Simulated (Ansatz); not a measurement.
A relaxation of cell and atoms of Sn3PbO4 on the sites of the litharge structure (relaxed group Pmm2) with the plane-wave code Ansatz, at the level r2SCAN+rVV10. It starts from the PBE-D3(BJ) minimum.

```yaml
crystal:
  lattice:
    - [3.888347796, 0.0, 0.0]
    - [0.0, 7.7415876214, 0.0]
    - [0.0, 0.0, 4.8348087852]
  atoms:
    - { symbol: Sn, position: [0.5, 0.7520753408, 0.7657268525] }
    - { symbol: Sn, position: [0.0, 0.0, 0.2352938677] }
    - { symbol: O, position: [0.5, 0.0, -0.000805475] }
    - { symbol: O, position: [0.0, 0.7592751996, -0.0085346334] }
    - { symbol: Sn, position: [0.5, 0.2479246592, 0.7657268525] }
    - { symbol: Pb, position: [0.0, 0.5, 0.2629145592] }
    - { symbol: O, position: [0.5, 0.5, -0.0117873903] }
    - { symbol: O, position: [0.0, 0.2407248004, -0.0085346334] }
kpoints:
  mp_grid: { grid: [6, 4, 6] }
hamiltonian:
  xc: r2scan
  dispersion: rvv10
scf:
  occupations: { method: fermi_dirac, width: 0.02 }
relax:
  f_tol: 0.005
  cell: {}
output:
  write_density: true
  write_potential: true
  elf: true
  volumetric_format: npy
```

The trajectory has 7 recorded frames, each with fractional positions and then forces in eV/Å along x, y and z. The last, and any step after a large change of cell, is solved on a basis re-selected at its cell; pressure is positive in compression.

Step 1: energy 0.0 meV/atom from step 1, largest force component 0.524 eV/Å, pressure -2.98 GPa; a = 3.888 Å, b = 7.742 Å, c = 4.835 Å, α = 90.00°, β = 90.00°, γ = 90.00°
```
Sn 0.5000 0.7521 0.7657     0.000  -0.005   0.492
Sn 0.0000 0.0000 0.2353     0.000   0.000  -0.524
O  0.5000 0.0000 0.9992     0.000   0.000  -0.025
O  0.0000 0.7593 0.9915     0.000   0.082  -0.021
Sn 0.5000 0.2479 0.7657     0.000   0.005   0.492
Pb 0.0000 0.5000 0.2629     0.000   0.000  -0.350
O  0.5000 0.5000 0.9882     0.000   0.000  -0.043
O  0.0000 0.2407 0.9915     0.000  -0.082  -0.021
```

Step 2: energy -4.4 meV/atom from step 1, largest force component 0.439 eV/Å, pressure +0.79 GPa; a = 3.850 Å, b = 7.664 Å, c = 4.852 Å, α = 90.00°, β = 90.00°, γ = 90.00°
```
Sn 0.5000 0.7516 0.7723     0.000  -0.034  -0.292
Sn 0.0000 0.0000 0.2281     0.000   0.000   0.282
O  0.5000 0.0000 0.9985     0.000   0.000  -0.003
O  0.0000 0.7587 0.9917     0.000   0.086  -0.030
Sn 0.5000 0.2484 0.7723     0.000   0.034  -0.292
Pb 0.0000 0.5000 0.2557     0.000   0.000   0.439
O  0.5000 0.5000 0.9897     0.000   0.000  -0.072
O  0.0000 0.2413 0.9917     0.000  -0.086  -0.030
```

Step 3: energy -5.7 meV/atom from step 1, largest force component 0.106 eV/Å, pressure +0.26 GPa; a = 3.834 Å, b = 7.631 Å, c = 4.826 Å, α = 90.00°, β = 90.00°, γ = 90.00°
```
Sn 0.5000 0.7513 0.7664     0.000  -0.032   0.106
Sn 0.0000 0.0000 0.2326     0.000   0.000  -0.062
O  0.5000 0.0000 0.9974     0.000   0.000  -0.010
O  0.0000 0.7587 0.9912     0.000   0.065  -0.031
Sn 0.5000 0.2487 0.7664     0.000   0.032   0.106
Pb 0.0000 0.5000 0.2648     0.000   0.000  -0.017
O  0.5000 0.5000 0.9900     0.000   0.000  -0.060
O  0.0000 0.2413 0.9912     0.000  -0.065  -0.031
```

Step 4: energy -6.0 meV/atom from step 1, largest force component 0.039 eV/Å, pressure -0.10 GPa; a = 3.843 Å, b = 7.651 Å, c = 4.859 Å, α = 90.00°, β = 90.00°, γ = 90.00°
```
Sn 0.5000 0.7514 0.7690     0.000  -0.027   0.031
Sn 0.0000 0.0000 0.2306     0.000   0.000  -0.022
O  0.5000 0.0000 0.9978     0.000   0.000  -0.007
O  0.0000 0.7591 0.9912     0.000   0.039  -0.016
Sn 0.5000 0.2486 0.7690     0.000   0.027   0.031
Pb 0.0000 0.5000 0.2617     0.000   0.000   0.022
O  0.5000 0.5000 0.9895     0.000   0.000  -0.024
O  0.0000 0.2409 0.9912     0.000  -0.039  -0.016
```

Step 5: energy -6.1 meV/atom from step 1, largest force component 0.024 eV/Å, pressure -0.02 GPa; a = 3.842 Å, b = 7.649 Å, c = 4.859 Å, α = 90.00°, β = 90.00°, γ = 90.00°
```
Sn 0.5000 0.7513 0.7691     0.000  -0.019   0.012
Sn 0.0000 0.0000 0.2304     0.000   0.000  -0.004
O  0.5000 0.0000 0.9976     0.000   0.000  -0.006
O  0.0000 0.7592 0.9911     0.000   0.024  -0.011
Sn 0.5000 0.2487 0.7691     0.000   0.019   0.012
Pb 0.0000 0.5000 0.2620     0.000   0.000   0.022
O  0.5000 0.5000 0.9895     0.000   0.000  -0.013
O  0.0000 0.2408 0.9911     0.000  -0.024  -0.011
```

Step 6: energy -6.1 meV/atom from step 1, largest force component 0.002 eV/Å, pressure 0.00 GPa; a = 3.842 Å, b = 7.647 Å, c = 4.858 Å, α = 90.00°, β = 90.00°, γ = 90.00°
```
Sn 0.5000 0.7509 0.7693     0.000   0.000   0.000
Sn 0.0000 0.0000 0.2301     0.000   0.000  -0.001
O  0.5000 0.0000 0.9971     0.000   0.000  -0.001
O  0.0000 0.7594 0.9908     0.000   0.001   0.000
Sn 0.5000 0.2491 0.7693     0.000   0.000   0.000
Pb 0.0000 0.5000 0.2628     0.000   0.000   0.001
O  0.5000 0.5000 0.9899     0.000   0.000   0.002
O  0.0000 0.2406 0.9908     0.000  -0.001   0.000
```

Step 7: energy -6.0 meV/atom from step 1, largest force component 0.002 eV/Å, pressure 0.00 GPa; a = 3.842 Å, b = 7.647 Å, c = 4.858 Å, α = 90.00°, β = 90.00°, γ = 90.00°
```
Sn 0.5000 0.7509 0.7693     0.000   0.000   0.000
Sn 0.0000 0.0000 0.2301     0.000   0.000  -0.001
O  0.5000 0.0000 0.9971     0.000   0.000  -0.001
O  0.0000 0.7594 0.9908     0.000   0.001   0.000
Sn 0.5000 0.2491 0.7693     0.000   0.000   0.000
Pb 0.0000 0.5000 0.2628     0.000   0.000   0.001
O  0.5000 0.5000 0.9899     0.000   0.000   0.002
O  0.0000 0.2406 0.9908     0.000  -0.001   0.000
```

In 6 steps the volume changed by -1.9 %; between the first SCF and the last, each on a basis chosen for its cell, the energy fell by 6.0 meV an atom. Final cell: space group Pmm2 (No. 25), orthorhombic; conventional cell a = 3.842 Å, b = 7.647 Å, c = 4.858 Å, 17.84 Å³ an atom. Around Sn lie 4 O at 2.20 Å; around Sn lie 4 O at 2.18–2.23 Å; around O lie 4 Sn at 2.20–2.23 Å; around O lie 3 Sn at 2.18–2.20 Å and 1 Pb at 2.38 Å; around Pb lie 4 O at 2.33–2.38 Å; around O lie 2 Sn at 2.20 Å and 2 Pb at 2.33 Å.

Command: `ansatz run input.yaml --threads 2 --pin off --max-ram 29491MiB --backend cpu --events-out ev --progress --plain --runs-dir out`.

**Question.** What wall time did it need on 2 threads of AMD EPYC 7R13 Processor (Zen 3) (shared host), load about 2.0 per core, and what peak of host memory did it reach?

**Answer.** About 3.5 min, with a peak of 1.1 GiB.

These are computed values for a spin-unpolarised cell that may be hypothetical; none is a measurement.
